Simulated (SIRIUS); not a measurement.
Worked example: self-consistent single point of SiNi3 (Pm-3m, 4 atoms in the cell; from Materials Project mp-828, changed as shown) in SIRIUS.

Level of theory: LDA (PW92), GBRV LDA ultrasoft pseudopotentials (plane waves; SIRIUS).

The change in words: lattice scaled by 1.02. Reference geometry (Pm-3m):
```xyz
4
Lattice="3.4191 0.0000 0.0000 0.0000 3.4191 0.0000 0.0000 0.0000 3.4191" Properties=species:S:1:pos:R:3 pbc="T T T"
Si     0.0000     0.0000     0.0000
Ni     0.0000     1.7095     1.7095
Ni     1.7095     0.0000     1.7095
Ni     1.7095     1.7095     0.0000
```

Reference input (self-consistent single point, DFT, LDA (PW92), plane waves, GBRV LDA ultrasoft pseudopotentials): parameters.ngridk = 10 10 10; parameters.xc_functionals = [XC_LDA_X, XC_LDA_C_PW]; parameters.gk_cutoff = 6.325 1/bohr; parameters.pw_cutoff = 14.143 1/bohr; parameters.smearing = fermi_dirac; parameters.smearing_width = 0.00499791 Ha; potentials = GBRV LDA ultrasoft pseudopotentials; parameters.electronic_structure_method = pseudopotential; parameters.num_bands = 35; parameters.num_mag_dims = 0; parameters.num_dft_iter = 100; parameters.energy_tol = 1e-07 Ha. This run's input differs from it in these lines:

```diff
@@ -32,5 +32,5 @@
     "lattice_vectors": [
-      [6.4610832242, 0.0, 0.0],
-      [0.0, 6.4610832242, 0.0],
-      [0.0, 0.0, 6.4610832242]
+      [6.5903045863, 0.0, 0.0],
+      [0.0, 6.5903045863, 0.0],
+      [0.0, 0.0, 6.5903045863]
     ],
```

Log, with long lists cut:

```
[find] density tolerance         : 1e-06
[find] total energy tolerance    : 1e-07
[find] iter_solver_tol (initial) : 0.01
[find] iter_solver_tol (target)  : 1e-13
[find] num_dft_iter              : 100
Charges and magnetic moments
--------------------------------------------------------------------------------
total charge          : 58.000000
[find] | SCF iteration   0 out of 100|
[diagonalize] iterative solver tolerance (occupied, empty): 0.01 0.01
[diagonalize] average number of iterations: 5.55357
[find] Charges and magnetic moments
[find] total charge          : 58.000000
[find] Energy
   [... lines left out ...]

[find] Charges and magnetic moments
[find] total charge          : 58.000000
[find] Energy
[find] smearing (-TS)                 :      -0.00467217
[find] Total energy                   :    -519.69853574 (Ha),   -1039.39707149 (Ry)
[find] Free energy (E-TS)             :    -519.70320791 (Ha),   -1039.40641582 (Ry)
[find] band gap (eV)                  :       0.00000000
[find] Efermi                         :       0.63601194
[find] iteration : 23, RMS (target) : 5.8644e-07 (1.0000e-06) , energy difference (target) : 4.9249e-10 (1.0000e-07)
[find] bands are converged : true
[find] iterative solver converged : false
[find] converged after 24 SCF iterations!
[find] Charges and magnetic moments
[find] total charge          : 58.000000
[find] Energy
[find] smearing (-TS)                 :      -0.00467217
[find] Total energy                   :    -519.69853574 (Ha),   -1039.39707149 (Ry)
[find] Free energy (E-TS)             :    -519.70320791 (Ha),   -1039.40641582 (Ry)
[find] band gap (eV)                  :       0.00000000
[find] Efermi                         :       0.63601194
[ground_state] === stress tensor components [kbar] ===
[ground_state] === stress_total ===
[ground_state]   168.133099    0.000000   -0.000000
[ground_state]     0.000000  168.133099   -0.000000
[ground_state]    -0.000000   -0.000000  168.133099
[ground_state] ==== total Forces in Ha/bohr =====
[ground_state] atom:    0, force:       0.0000000      0.0000000      0.0000000
   [... zero for the other atoms too ...]
```

The run converged in 24 iterations. SIRIUS prints the stress tensor with tension positive. Against the reference run the free energy rises by 18.6 meV/atom and the pressure goes from -3.22 to -16.81 GPa.

The run has no spin polarisation, so moments on Ni cannot form. The structure comes from a collection of computed structures, made at another level of theory; the collection holds predicted forms beside known ones. Its lattice was then scaled.

Cost on one core: roughly 60 core-seconds.

The gap that the log prints is read on the run's mesh, which can miss the band edges or a crossing.
